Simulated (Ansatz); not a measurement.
# Property card for W

W:
```xyz
2
Lattice="2.7357 0.0000 0.0000 -1.3678 2.3692 0.0000 0.0000 0.0000 4.8534" Properties=species:S:1:pos:R:3 pbc="T T T"
W      1.3678     0.7897     3.6401
W      0.0000     1.5794     1.2134
```

Space group P6_3/mmc (No. 194), hcp (Mg type); conventional cell a = b = 2.7357 Å, c = 4.8534 Å, α = β = 90.00°, γ = 120.00°.

Method: LDA in the plane-wave PAW code Ansatz. Structure relaxed to zero pressure with the same functional. Other levels are named where they apply.

**Cell and energy**

```
Property               Value
---------------  -----------
Volume per atom     15.73 Å³
Density          19.41 g/cm³
```

**Electronic structure**

```
Quantity                                                                     Value
------------------------------------  --------------------------------------------
Electronic character                                             metallic (no gap)
Density of states at the Fermi level  0.98 states/eV per atom (mean over ±0.08 eV)
```

**Mechanics**

```
Item                                 Result
----------------------------------  -------
Bulk modulus (Birch–Murnaghan fit)  303 GPa
Pressure derivative B′                  4.2
```

**Phonons**

```
Quantity                                       Result
-----------------------------  ----------------------
Highest zone-centre frequency                217 cm⁻¹
Zone-centre stability          no imaginary mode at Γ
```

The workflow started from a Materials Project entry (that database holds measured and hypothetical structures alike); the Crystallography Open Database copy checked does not list it. It is not the phase usual at ambient conditions (space group No. 229). The cell was relaxed with LDA under the symmetry of its start. The run is not spin-polarised. As this level gives no gap, phonon frequencies hold no LO–TO term and depend on the k-mesh and smearing (Fermi–Dirac, 0.1 eV here). Axis ratios of metals converge slowly with the k-mesh, so a and c are less sure than the volume. On the denser mesh and wider smearing of the elastic run this cell carries a stress of 0.4 GPa. Scalar-relativistic: spin–orbit coupling is off unless named, which matters more the heavier the elements.

Potentials: the later of the program's two PAW sets.
